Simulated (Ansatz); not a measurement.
HBr:
```cif
data_H2Br2
_chemical_formula_sum 'H2 Br2'
_space_group_name_H-M_alt 'I4/mmm'
_space_group_IT_number 139
_space_group_name_Hall '-I 4 2'
_cell_length_a 5.20577
_cell_length_b 5.20577
_cell_length_c 3.33441
_cell_angle_alpha 90.000
_cell_angle_beta 90.000
_cell_angle_gamma 90.000
loop_
_atom_site_label
_atom_site_type_symbol
_atom_site_symmetry_multiplicity
_atom_site_Wyckoff_symbol
_atom_site_fract_x
_atom_site_fract_y
_atom_site_fract_z
_atom_site_occupancy
H1 H 2 a 0.00000 0.00000 0.00000 1
Br1 Br 2 b 0.00000 0.00000 0.50000 1
```
(The calculation used a cell of 2 atoms; values per cell refer to that cell.)

Relaxed with r²SCAN+D4. The program Ansatz at the r²SCAN+D4 level (PAW) gives a gap of 1.57 eV.

Problem. What gap does HSE06 give on the same cell (Ansatz, PAW)?

Solution. 2.28 eV, 0.72 eV more. The hybrid was solved on a coarser mesh and at special points; the gap given is the minimum over both.

```csv
k,v1 r²SCAN+D4,c1 r²SCAN+D4,v1 HSE06,c1 HSE06
Γ,-0.28,1.97,0.00,2.71
M,-0.62,1.57,-0.32,2.28
X,-0.09,1.78,___,___
P,-0.45,9.18,___,___
Z,-1.04,8.80,___,___
N,-0.26,7.94,___,___
```

Problem. Top valence (v1) and lowest conduction level (c1) in eV from each method's valence maximum (which need not be a listed point): supply the withheld HSE06 values.

Solution. 
- N, v1 HSE06: -0.28
- N, c1 HSE06: 8.57
- X, v1 HSE06: -0.10
- X, c1 HSE06: 2.51
- Z, v1 HSE06: -1.10
- Z, c1 HSE06: 9.50
- P, v1 HSE06: -0.47
- P, c1 HSE06: 9.83

Cost on shared cores: the r²SCAN+D4 run (SCF on a 10×10×10 mesh, then bands and DOS) very roughly 22 core-seconds, the HSE06 run (SCF on 7×7×7, then a few points) roughly 90 core-seconds; the tasks are unlike.

The workflow started from an entry of the Crystallography Open Database (COD); the relaxed space group is not among those it files for this formula. COD files the formula under space group No. 36, 69, 225. The cell was relaxed with r²SCAN+D4 under the symmetry of its start; its stability against distortions is not shown here. The substance is a gas or liquid at ambient conditions. Spin–orbit coupling is left out wherever it is not named.

Potentials: the later of the program's two PAW sets.
